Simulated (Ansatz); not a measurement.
A relaxed structure of CdTe is spoiled in several ways and relaxed again each time (noise and exchanges are one random draw each; pressure is positive under compression). Method: PBEsol (plane waves to 420 eV, PAW, scalar-relativistic; Ansatz, a quantum-chemistry and plane-wave program).

```cif
data_Cd4Te4
_chemical_formula_sum 'Te4 Cd4'
_space_group_name_H-M_alt 'F-43m'
_space_group_IT_number 216
_space_group_name_Hall 'F -4 2 3'
_cell_length_a 6.48894
_cell_length_b 6.48894
_cell_length_c 6.48894
_cell_angle_alpha 90.000
_cell_angle_beta 90.000
_cell_angle_gamma 90.000
loop_
_atom_site_label
_atom_site_type_symbol
_atom_site_symmetry_multiplicity
_atom_site_Wyckoff_symbol
_atom_site_fract_x
_atom_site_fract_y
_atom_site_fract_z
_atom_site_occupancy
Te1 Te 4 c 0.25000 0.25000 0.25000 1
Cd1 Cd 4 a 0.00000 0.00000 0.00000 1
```
(The calculation used a cell of 2 atoms; values per cell refer to that cell.)

```tsv
change	first pressure (GPa)	first V (Å³/atom)	released (eV/atom)	moves	outcome	final group	E − E(parent) (eV/atom)
with every coordinate shifted by Gaussian noise of σ = 0.2 Å	0.6	34.15	0.04	3	returns to the parent	F-43m	0.000
with every coordinate shifted by Gaussian noise of σ = 0.2 Å	12.6	34.15	1.04	7	returns to the parent	F-43m	0.000
deformed by the Cartesian strain tensor (xx, yy, zz, yz, xz, xy) = (0.047, -0.172, -0.087, 0.072, -0.068, -0.015)	21.2	26.72	0.66	12	returns to the parent	F-43m	0.000
doubled along one cell vector, shaken by Gaussian noise of σ = 0.08 Å a coordinate	0.9	34.15	0.07	4	returns to the parent	F-43m	0.000
```

First-step values come from each run's starting, coarser k-mesh (6×6×6, 6×7×7, 6×6×3). Each cell has its own k-point mesh; energy differences are given only to the digits this allows. No spin polarisation in the result.
